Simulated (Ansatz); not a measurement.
The elements of this relaxed trial crystal are hidden behind letters.

```
lattice vectors (Å)
   3.3902    0.0000    0.0000
   0.0000    3.3902    0.0000
   0.0000    0.0000   11.7444
fractional positions
X 0.5000 0.5000 0.1390
X 0.5000 0.5000 0.8610
X 0.0000 0.0000 0.5000
Z 0.0000 0.0000 0.2449
Z 0.0000 0.0000 0.7551
Z 0.0000 0.0000 0.0000
Z 0.5000 0.5000 0.3820
Z 0.5000 0.5000 0.6180
```

The calculation used DFT PBE, scalar-relativistic, plane waves, PAW (Ansatz). Cutoff 420 eV, Γ-centred 12×12×4 mesh (8-atom cell), Gaussian smearing of 0.10 eV, no spin polarisation.

```
Space group                                : P4/mmm (No. 123)
Conventional cell                          : a = 3.390 Å, c = 11.744 Å
Volume per atom                            : 16.87 Å³
Density                                    : 11.29 g/cm³
Energy over the elements                   : −0.25 eV/atom
Gap on the 12×12×4 mesh of the 8-atom cell : 0 eV (a metal)
```

Energies are uncorrected and count from the elements' standard states at the same level.

Question: X is a d-block element of period 6 and Z is a p-block element of period 4. Which elements are they?

Answer: X = Ta, Z = As, so the formula is Ta3As5. Density times volume gives a mean mass of 11.29 × 16.87/1.6605 = 114.7 u per atom, and this set has 114.7 u. Among the elements that the hints allow, noble gases aside, only these give it. Ta on a site of symmetry 4mm has 9 As at 2.70–2.90 Å and 5 Ta at 3.26–3.39 Å; around Ta on a site of symmetry 4/mmm lie 8 As at 2.77 Å, 2 As at 3.00 Å and 4 Ta at 3.39 Å; As on a site of symmetry 4mm is surrounded by 4 Ta at 2.70 Å, 5 As at 2.88–2.89 Å, 1 Ta at 3.00 Å and 4 As at 3.39 Å; 2 more sites not described.

These runs have no spin–orbit coupling, which can matter for Ta. A structure relaxed within its symmetry needn't be a true minimum.
